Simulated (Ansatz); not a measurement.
Relax this structure to zero stress and force, keeping its symmetry:

```cif
data_structure
_symmetry_space_group_name_H-M 'P 1'
_symmetry_Int_Tables_number 1
_cell_length_a 2.8528
_cell_length_b 2.8530
_cell_length_c 23.9424
_cell_angle_alpha 93.399
_cell_angle_beta 90.009
_cell_angle_gamma 119.994
_cell_volume 168.37
loop_
_atom_site_label
_atom_site_type_symbol
_atom_site_fract_x
_atom_site_fract_y
_atom_site_fract_z
_atom_site_occupancy
Co1 Co 0.37496 0.74993 0.12500 1
Co2 Co 0.62526 0.25027 0.87500 1
Co3 Co 0.87505 0.75008 0.62500 1
Co4 Co 0.12474 0.24973 0.37500 1
Pt1 Pt 0.00005 0.00004 0.00000 1
Pt2 Pt 0.25015 0.50018 0.75000 1
Pt3 Pt 0.49990 0.99992 0.50000 1
Pt4 Pt 0.74989 0.49986 0.25000 1
O1 O 0.77785 0.55603 0.33427 1
O2 O 0.02805 0.05622 0.08428 1
O3 O 0.27835 0.55655 0.83427 1
O4 O 0.52813 0.05635 0.58428 1
O5 O 0.97214 0.94396 0.91572 1
O6 O 0.22196 0.44379 0.66572 1
O7 O 0.47166 0.94345 0.41572 1
O8 O 0.72186 0.44364 0.16573 1
```

The calculation used Ansatz, DFT PBE, scalar-relativistic, plane waves, PAW.

Cutoff 420 eV; k points 14×14×2 on the computed 16-atom cell (Γ-centred); Gaussian smearing, width 0.10 eV; no spin polarisation.

Problem. What does it relax to?

Solution. The volume doesn't move by more than 0.01 Å³/atom to 10.53 Å³/atom, and the energy changes by under 0.1 meV/atom. Final structure:
```cif
data_structure
_symmetry_space_group_name_H-M 'P 1'
_symmetry_Int_Tables_number 1
_cell_length_a 2.8542
_cell_length_b 2.8542
_cell_length_c 23.9332
_cell_angle_alpha 93.417
_cell_angle_beta 90.001
_cell_angle_gamma 119.999
_cell_volume 168.45
loop_
_atom_site_label
_atom_site_type_symbol
_atom_site_fract_x
_atom_site_fract_y
_atom_site_fract_z
_atom_site_occupancy
Co1 Co 0.37500 0.75000 0.12500 1
Co2 Co 0.62501 0.25001 0.87500 1
Co3 Co 0.87500 0.75000 0.62500 1
Co4 Co 0.12499 0.24999 0.37500 1
Pt1 Pt 0.99994 0.99993 0.00000 1
Pt2 Pt 0.25000 0.50001 0.75000 1
Pt3 Pt 0.50001 0.00002 0.50000 1
Pt4 Pt 0.75004 0.50003 0.25000 1
O1 O 0.77808 0.55617 0.33426 1
O2 O 0.02809 0.05618 0.08426 1
O3 O 0.27810 0.55619 0.83426 1
O4 O 0.52809 0.05617 0.58426 1
O5 O 0.97192 0.94383 0.91574 1
O6 O 0.22192 0.44383 0.66574 1
O7 O 0.47191 0.94382 0.41574 1
O8 O 0.72191 0.44383 0.16574 1
```

Spin–orbit coupling is left out, which can shift energies with elements as heavy as these.

Cost: 1 run of about 36 core-minutes, on AMD EPYC 7R43 (Zen 3) (shared hosts).